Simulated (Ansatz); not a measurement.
GaN:
```cif
data_Ga2N2
_chemical_formula_sum 'Ga2 N2'
_space_group_name_H-M_alt 'I4mm'
_space_group_IT_number 107
_space_group_name_Hall 'I 4 -2'
_cell_length_a 2.85301
_cell_length_b 2.85301
_cell_length_c 4.93907
_cell_angle_alpha 90.000
_cell_angle_beta 90.000
_cell_angle_gamma 90.000
loop_
_atom_site_label
_atom_site_type_symbol
_atom_site_symmetry_multiplicity
_atom_site_Wyckoff_symbol
_atom_site_fract_x
_atom_site_fract_y
_atom_site_fract_z
_atom_site_occupancy
Ga1 Ga 2 a 0.00000 0.00000 0.75622 1
N1 N 2 a 0.00000 0.00000 0.35878 1
```
(The calculation used a cell of 2 atoms; values per cell refer to that cell.)

Relaxed with r²SCAN.

Give the optical modes at the zone centre with their infrared and Raman activity from DFPT, DFT-r²SCAN in the program Ansatz with PAW potentials.

Transverse frequencies, without the LO–TO term; a row sums one degenerate level.

```
ω (cm⁻¹)  degeneracy  IR ((D/Å)²/amu)  Raman (Å⁴/amu)  activity  symmetry
--------  ----------  ---------------  --------------  --------  --------
315                2            47.60             4.5  IR+Raman         E
483                1            15.83              36  IR+Raman        A1
```

How high does the top mode go among those that the LO–TO term moves?

674 cm⁻¹ for q along x, 674 cm⁻¹ for q along y, 702 cm⁻¹ for q along z.

The first step of the workflow began from a Materials Project structure, measured or hypothetical; the Crystallography Open Database copy checked does not list it. It is not the phase usual at ambient conditions (space group No. 186, 216). Symmetry was held in the r²SCAN relaxation; of distortions, only those at the zone centre were tested.

Potentials: the earlier of the program's two PAW sets.
